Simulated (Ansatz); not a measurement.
Input:

KTaO3:
```yaml
crystal:
  lattice:
    - [3.98932, 0.00000, 0.00000]
    - [0.00000, 3.98932, 0.00000]
    - [0.00000, 0.00000, 3.98932]
  atoms:
    - { symbol: K, position: [0.50000, 0.50000, 0.50000] }
    - { symbol: Ta, position: [0.00000, 0.00000, 0.00000] }
    - { symbol: O, position: [0.00000, 0.50000, 0.00000] }
    - { symbol: O, position: [0.50000, 0.00000, 0.00000] }
    - { symbol: O, position: [0.00000, 0.00000, 0.50000] }
```

This is the r²SCAN-relaxed structure.

### Question
All from plane-wave PAW r²SCAN (Ansatz code), unless another level is named. Give the Debye temperature from the elastic constants.

### Answer
622 K.

### Question
Predict the highest zone-centre frequency (without LO–TO term).

### Answer
532 cm^-1.

### Question
Next, the elastic constants (relaxed ions, GPa)?

### Answer
C11 = 463, C12 = 83.4, C44 = 108.

Space group Pm-3m (cubic perovskite). The r²SCAN relaxation kept the symmetry of its start; phonons on a q-mesh show no instability. No spin polarisation was allowed. Scalar-relativistic: spin–orbit coupling is off unless named, which matters more the heavier the elements.

Potentials: the earlier of the program's two PAW sets.
